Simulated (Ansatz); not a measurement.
CsGeI3:
```yaml
crystal:
  lattice:
    - [8.43773, 0.00000, 0.00000]
    - [-4.21887, 7.30729, 0.00000]
    - [0.00000, 0.00000, 7.34166]
  atoms:
    - { symbol: Cs, position: [0.33333, 0.66667, 0.75000] }
    - { symbol: Cs, position: [0.66667, 0.33333, 0.25000] }
    - { symbol: Ge, position: [0.00000, 0.00000, 0.00000] }
    - { symbol: Ge, position: [0.00000, 0.00000, 0.50000] }
    - { symbol: I, position: [0.16472, 0.32944, 0.25000] }
    - { symbol: I, position: [0.67056, 0.83528, 0.25000] }
    - { symbol: I, position: [0.16472, 0.83528, 0.25000] }
    - { symbol: I, position: [0.83528, 0.67056, 0.75000] }
    - { symbol: I, position: [0.32944, 0.16472, 0.75000] }
    - { symbol: I, position: [0.83528, 0.16472, 0.75000] }
```

Relaxed with PBE. Special points in fractions of this cell's reciprocal vectors: Γ (0.000, 0.000, 0.000); M (0.500, 0.000, 0.000); K (0.333, 0.333, 0.000); A (0.000, 0.000, 0.500); L (0.500, 0.000, 0.500); H (0.333, 0.333, 0.500).

Problem. List the band energies nearest the valence-band maximum at these points for PBE in the plane-wave PAW code Ansatz.

Solution. In eV from the valence-band maximum; about four levels below and three above (degenerate sets whole), none deeper than 8.9 eV; points with the same levels are listed once.

| k | below | above |
|---|---|---|
| Γ | -1.01 -1.01 -0.98 -0.72 | 2.12 2.96 2.96 |
| M | -1.17 -1.14 -0.89 -0.10 | 2.53 2.61 2.83 |
| K | -1.37 -1.17 -1.16 0.00 | 2.70 2.70 3.08 3.08 |
| A | -1.00 -1.00 -0.99 -0.99 | 2.34 2.34 2.78 2.78 2.78 2.78 |
| L | -1.14 -1.14 -0.57 -0.57 | 2.44 2.44 3.02 3.02 |
| H | -1.21 -1.21 -0.53 -0.53 | 2.72 2.72 2.81 2.81 |

Space group P6_3/mmc. A made-up cell: these elements were put on the sites of a structure type; neither database checked (COD, Materials Project) lists it. COD files the formula under space group No. 160, so this cell is another polymorph or a model. Its standing as an ambient phase is unchecked. Symmetry was held in the PBE relaxation; whether a distortion lowers the energy is not shown. Spin–orbit coupling is left out wherever it is not named.

Potentials: the later of the program's two PAW sets.
